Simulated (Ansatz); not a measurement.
LaTl (CsCl type)

```xyz
2
Lattice="3.9770 0.0000 0.0000 0.0000 3.9770 0.0000 0.0000 0.0000 3.9770" Properties=species:S:1:pos:R:3 pbc="T T T"
La     0.0000     0.0000     0.0000
Tl     1.9885     1.9885     1.9885
```

The slice is a {100} plane (indices of the conventional cell) through the point (0.000, 0.000, 0.000) (fractional), spanned by u = [100] and v = [010] in vectors of this cell: u (3.98 Å) and v (3.98 Å, at 90° to u). It covers one period; positions are fractions (u, v).

The numbers are results of r2SCAN (plane waves to 500 eV, PAW, scalar-relativistic; Ansatz, a program for electronic structure), not measurements. k mesh 12×12×12. Inside the PAW spheres the values are not all-electron values, and peaks at nuclei hang on which shells count as valence. LaTl is run without spin polarisation. LaTl was relaxed with its symmetry unable to fall. Spin-orbit coupling is left out, though Tl is heavy.

**Question.** Sketch the valence electron density on this plane as a map.

**Answer.** 
```
|@@@@@@@@@@@@##++--..          ..--++##@@@@@@@@@@|
|@@@@@@@@@@%%##++--..          ..--++##%%@@@@@@@@|
|@@@@@@@@@@%%**==::..          ..::==**%%@@@@@@@@|
|@@@@@@@@%%##++--::..          ..::--++##%%@@@@@@|
|@@@@%%%%##++==::..              ..::==++##%%%%@@|
|######**++==::....              ....::==++**####|
|++++++==--::......              ......::--==++++|
|------::::......      ......      ......::::----|
|::........        ..............        ........|
|                  ..............                |
|                ..................              |
|                ..................              |
|                ..................              |
|                  ..............                |
|::........        ..............        ........|
|------::::......      ......      ......::::----|
|++++++==--::......              ......::--==++++|
|######**++==::....              ....::==++**####|
|@@@@%%%%##++==::..              ..::==++##%%%%@@|
|@@@@@@@@%%##++--::..          ..::--++##%%@@@@@@|
|@@@@@@@@@@%%**==::..          ..::==**%%@@@@@@@@|
|@@@@@@@@@@%%##++--..          ..--++##%%@@@@@@@@|
|@@@@@@@@@@@@##++--..          ..--++##@@@@@@@@@@|
|@@@@@@@@@@@@##++--::          ::--++##@@@@@@@@@@|
```
Scale: ten equal steps from -1.19 (start of ' ') to 0.22 (end of '@'), in the order ' .:-=+*#%@'. Values: log₁₀ of the valence density in e/Å³. The map has 24 points along u (two characters each, u = 0 at the left) and 24 along v (v = 0 in the bottom row). The scale is logarithmic, as a density can span decades between atoms and voids.
